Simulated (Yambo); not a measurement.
One stored BSE kernel of dimension 648 for CaO (rock salt, space group Fm-3m, No. 225) (Yambo, PBEsol bands; 6×6×6 mesh, 3 valence and 1 conduction bands, static screening with 18 bands and a 4 Ry block, scissor 2.49 eV, Tamm-Dancoff; broadening 0.15 eV; field along x), solved in several ways.

```json
[
 {"solver": "Haydock, threshold 2 %", "iterations": "7", "largest change of Im ε (% of its maximum)": "77", "rough time": "within a factor of two"},
 {"solver": "Haydock, threshold 0.5 %", "iterations": "11", "largest change of Im ε (% of its maximum)": "28", "rough time": "within a factor of two"},
 {"solver": "Haydock, threshold 0.1 %", "iterations": "16", "largest change of Im ε (% of its maximum)": "10", "rough time": "within a factor of two"},
 {"solver": "Haydock, threshold 0.005 %", "iterations": "32", "largest change of Im ε (% of its maximum)": "0.5", "rough time": "1"},
 {"solver": "SLEPc, lowest 10 states", "iterations": "–", "largest change of Im ε (% of its maximum)": "no full spectrum", "rough time": "within a factor of two"},
 {"solver": "SLEPc, lowest 60 states", "iterations": "–", "largest change of Im ε (% of its maximum)": "no full spectrum", "rough time": "within a factor of two"},
 {"solver": "full diagonalisation", "iterations": "–", "largest change of Im ε (% of its maximum)": "reference", "rough time": "within a factor of two"}
]
```

Haydock gives the spectrum without eigenstates, SLEPc the lowest states alone, full diagonalisation everything at a cost that grows as the cube of the dimension. Times include reading the kernel. Times are rough ratios from shared machines. Mesh and scissor weren't tested; the rows compare only with each other.

Geometry relaxed with PBEsol; primitive cell a = 3.368 Å, b = 3.368 Å, c = 3.368 Å, α = 60.00°, β = 60.00°, γ = 60.00°.
